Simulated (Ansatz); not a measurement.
Input:

Al:
```cif
data_Al
_chemical_formula_sum 'Al1'
_space_group_name_H-M_alt 'P 1'
_space_group_IT_number 1
_cell_length_a 2.81557
_cell_length_b 2.81557
_cell_length_c 2.81557
_cell_angle_alpha 60.000
_cell_angle_beta 60.000
_cell_angle_gamma 60.000
loop_
_space_group_symop_operation_xyz
  'x, y, z'
loop_
_atom_site_label
_atom_site_type_symbol
_atom_site_fract_x
_atom_site_fract_y
_atom_site_fract_z
_atom_site_occupancy
Al1 Al 0.00000 0.00000 0.00000 1
```

This is the PBE+D3(BJ)-relaxed structure.

Problem. All from PBE+D3(BJ) in the plane-wave PAW code Ansatz, unless another level is named. Estimate the Poisson's ratio.

Solution. 0.31.

Problem. Predict the elastic constants (relaxed ions, GPa).

Solution. C11 = 129, C12 = 65.9, C44 = 41.2.

Space group Fm-3m (fcc (Cu type)). Symmetry was held in the PBE+D3(BJ) relaxation. The pairwise dispersion correction was not fitted to metals. As this level gives no gap, shear constants depend on the k-mesh and smearing (Fermi–Dirac, 0.1 eV here).

Potentials: the earlier of the program's two PAW sets.
